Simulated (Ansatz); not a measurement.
The elements of this relaxed trial crystal are hidden behind letters.

```
lattice vectors (Å)
  -3.5631    3.5631    1.4202
   3.5631   -3.5631    1.4202
   3.5631    3.5631   -1.4202
fractional positions
X 0.2469 0.5000 0.7469
X 0.5000 0.7531 0.2531
X 0.5000 0.2469 0.7469
X 0.7531 0.5000 0.2531
Z 0.0000 0.0000 0.0000
```

These are results of DFT PBE, scalar-relativistic, plane waves, PAW in Ansatz 0.2.0, not measurements. Cutoff 420 eV, Γ-centred 14×14×14 mesh (5-atom cell), Gaussian smearing of 0.10 eV, no spin polarisation.

- Space group: I4/mmm (No. 139)
- Conventional cell: a = 7.126 Å, c = 2.840 Å
- Volume per atom: 14.42 Å³
- Density: 4.69 g/cm³
- Formation energy: +0.04 eV/atom
- Gap on the 14×14×14 mesh of the 5-atom cell: 0 eV (a metal)

Energies are uncorrected and count from the elements' standard states at the same level.

Task: X is a d-block element of period 4 and Z is a p-block element of period 2. Which elements are they?

Result: X = Ti, Z = C, so the formula is Ti4C. Density times volume gives a mean mass of 4.69 × 14.42/1.6605 = 40.7 u per atom, and this set has 40.7 u. Among the elements that the hints allow, noble gases aside, only these give it. Ti is surrounded by 2 C at 2.30 Å, 2 Ti at 2.55 Å, 6 Ti at 2.84–2.86 Å and 2 Ti at 3.52–3.61 Å; around C lie 8 Ti at 2.30 Å and 2 C at 2.84 Å.

A structure relaxed within its symmetry needn't be a true minimum. Another cell of Ti4C relaxed alike, in Pm-3m, lies 0.31 eV/atom lower, so this cell isn't the stable form at this level.
